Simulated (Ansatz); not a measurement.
# TiFe: from a starting cell to a relaxed one

The start is a generated cell, TiFe built in the AFLOW prototype AB_tI16_140_ab_h (B37, as in TlSe). The structure is fully relaxed (lattice and positions, P = 0) with PBEsol (plane waves to 420 eV, PAW, scalar-relativistic; Ansatz, an electronic-structure program). The first steps use a coarse 8×8×8 k-mesh.

Starting cell:
```
CELL_PARAMETERS angstrom
     -3.07481     3.07481     2.68424
      3.07481    -3.07481     2.68424
      3.07481     3.07481    -2.68424
ATOMIC_POSITIONS crystal
  Ti 0.75000 0.75000 0.00000
  Ti 0.25000 0.25000 0.00000
  Ti 0.25000 0.75000 0.50000
  Ti 0.75000 0.25000 0.50000
  Fe 0.17900 0.67900 0.85800
  Fe 0.32100 0.17900 0.50000
  Fe 0.67900 0.82100 0.50000
  Fe 0.82100 0.32100 0.14200
```
Spin-polarised start, with parallel moments on Fe.

### Question
Does the structure survive the relaxation? Give the final space group.

### Answer
The space group goes from I4/mcm (No. 140) to Pm-3m (No. 221); the end is CsCl type, with 2 atoms in the primitive cell.

### Question
How does the volume change?

### Answer
-2.3 %, from 12.69 to 12.40 Å³/atom.

### Question
How do the shortest distances between atoms change?

### Answer
The closest pairs of elements (up to four, under 3.6 Å), start → end: Fe–Ti 2.06 → 2.53 Å; Ti–Ti 2.68 → 2.92 Å; Fe–Fe 2.95 → 2.92 Å.

### Question
What band gap does the relaxed structure have at this level?

### Answer
No gap (metallic).

### Question
What magnetic moments remain?

### Answer
Zero (the starting moments vanished).

### Question
Give the final cell and atomic positions.

### Answer

```cif
data_FeTi
_chemical_formula_sum 'Ti1 Fe1'
_space_group_name_H-M_alt 'Pm-3m'
_space_group_IT_number 221
_space_group_name_Hall '-P 4 2 3'
_cell_length_a 2.91628
_cell_length_b 2.91628
_cell_length_c 2.91628
_cell_angle_alpha 90.000
_cell_angle_beta 90.000
_cell_angle_gamma 90.000
loop_
_atom_site_label
_atom_site_type_symbol
_atom_site_symmetry_multiplicity
_atom_site_Wyckoff_symbol
_atom_site_fract_x
_atom_site_fract_y
_atom_site_fract_z
_atom_site_occupancy
Ti1 Ti 1 a 0.00000 0.00000 0.00000 1
Fe1 Fe 1 b 0.50000 0.50000 0.50000 1
```

Final values are on a 16×16×16 k-mesh of the relaxed cell. The start holds a very short contact (Ti–Fe 2.06 Å). No spin polarisation in the result: the starting moments vanished. A magnetic state may lie lower.

The run could not lose the symmetry of its start.
